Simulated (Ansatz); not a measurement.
ZnSe:
```
CELL_PARAMETERS angstrom
      0.00000     2.78367     2.78367
      2.78367     0.00000     2.78367
      2.78367     2.78367     0.00000
ATOMIC_POSITIONS crystal
  Zn 0.00000 0.00000 0.00000
  Se 0.25000 0.25000 0.25000
```

Relaxed with LDA.

Problem. Give the optical modes at the zone centre with their infrared and Raman activity from DFPT, LDA in the plane-wave PAW code Ansatz.

Solution. Transverse frequencies, without the LO–TO term; a row sums one degenerate level.

```
ω (cm⁻¹)  degeneracy  IR ((D/Å)²/amu)  Raman (Å⁴/amu)  activity  symmetry
--------  ----------  ---------------  --------------  --------  --------
218                3             7.50             2.2  IR+Raman        T2
```

Problem. How high does the top mode go among those that the LO–TO term moves?

Solution. 253 cm⁻¹ for q along x.

Space group F-43m (zinc blende). The cell was relaxed with LDA under the symmetry of its start; phonons on a q-mesh show no instability.

Potentials: the earlier of the program's two PAW sets.
